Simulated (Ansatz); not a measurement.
# BePd (Pm-3m), a vibration from a frozen displacement

The calculation used DFT PBEsol, scalar-relativistic, plane waves, PAW in Ansatz 0.2.0. Cutoff 420 eV, Γ-centred 16×16×16 k-points, Gaussian smearing of 0.15 eV. No spin polarisation. Energies are free energies at this smearing, counted from the undisturbed cell; pressure is positive in compression.

The undisturbed cell (as given, not relaxed at this level; it stands at -3.0 GPa, and it needn't be the usual structure):

```xyz
2
Lattice="2.8130 0.0000 0.0000 0.0000 2.8130 0.0000 0.0000 0.0000 2.8130" Properties=species:S:1:pos:R:3 pbc="T T T"
Be    0.0000    0.0000    0.0000
Pd    1.4065    1.4065    1.4065
```

Every Pd atom is moved by x along the Cartesian unit vector (1.000, 0.000, 0.000); the cell and all other atoms stay fixed. The cell's volume is 22.26 Å³; the moved atoms weigh 106.420 u together and the others 9.012 u. Some rows repeat others by symmetry and weren't run.

```csv
x (Å),ΔE (meV/cell),total force on the moved atoms along the move (eV/Å),pressure (GPa)
-0.2000,82.36,0.8255,-0.7862
-0.1750,63.02,0.7215,-1.2947
-0.1500,46.28,0.6179,-1.7375
-0.1250,32.13,0.5145,-2.1137
-0.1000,20.56,0.4114,-2.4225
-0.0750,11.56,0.3084,-2.6634
-0.0500,5.14,0.2055,-2.8358
-0.0250,1.28,0.1028,-2.9393
0.0000,0.00,0.0000,-2.9738
0.0250,1.28,-0.1028,-2.9393
0.0500,5.14,-0.2055,-2.8358
0.0750,11.56,-0.3084,-2.6634
0.1000,20.56,-0.4114,-2.4225
0.1250,32.13,-0.5145,-2.1137
0.1500,46.28,-0.6179,-1.7375
0.1750,63.02,-0.7215,-1.2947
0.2000,82.36,-0.8255,-0.7862
```

Q: What frequency belongs to this motion?

A: The force constant is k = −dF/dx = 4.112 eV/Å², from the parabola through x = -0.0250, 0 and 0.0250. In every cell the moved atoms swing against the rest, so the mass is μ = m₁m₂/(m₁ + m₂) = 8.309 u, and ν̃ = 521.5 cm⁻¹ × √(|k|/μ) = 367 cm⁻¹, at this cell's pressure of -3.0 GPa. To first order in x, and within 1 %, the force on every atom lies along the move and, within each of the two groups, in proportion to the atom's mass, so this is itself a mode at the zone centre of this cell.

Q: How far does the harmonic law reach?

A: At x = -0.200 Å, kx²/2 = 82.24 meV against the computed 82.36 meV (+0.1 %): the well is still close to harmonic there.

Q: The pressure changes with x². What does that say about the frequency under compression?

A: With E = k(V)x²/2, k ∝ V^(−2γ) and x scaling with the cell as V^(1/3), P − P0 = −∂E/∂V = (2γ − 2/3) ΔE/V. At x = 0.0500 Å, V(P − P0) = 22.26 × 0.13809 / 160.2 eV = 19.18 meV and ΔE = 5.14 meV, so γ = 1/3 + V(P − P0)/(2ΔE) = 2.20. This is the Grüneisen parameter of the motion under uniform scaling of the cell: shrinking the cell evenly by 1 % in volume raises the frequency by about 2.20 %.

In a metal these slopes depend on the k mesh and the smearing.